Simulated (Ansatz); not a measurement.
CdTe:
```yaml
crystal:
  lattice:
    - [0.00000, 3.27934, 3.27934]
    - [3.27934, 0.00000, 3.27934]
    - [3.27934, 3.27934, 0.00000]
  atoms:
    - { symbol: Cd, position: [0.00000, 0.00000, 0.00000] }
    - { symbol: Te, position: [0.75000, 0.75000, 0.75000] }
```

Relaxed with r²SCAN.

Q: Give the Bader charges and basin volumes of the independent atoms, plane-wave PAW r²SCAN (Ansatz code).

A: 

```json
[
 {"atom": "Cd1", "Bader charge (e)": "+0.62", "Bader volume (Å³)": "25.0"},
 {"atom": "Te2", "Bader charge (e)": "-0.62", "Bader volume (Å³)": "45.6"}
]
```

Space group F-43m (zinc blende). The cell was relaxed with r²SCAN under the symmetry of its start. Scalar-relativistic: spin–orbit coupling is off unless named, which matters more the heavier the elements.

Potentials: the earlier of the program's two PAW sets. The files were generated under PBE; for other functionals the program regenerates the frozen cores, and for LDA and PBEsol the local potential too.
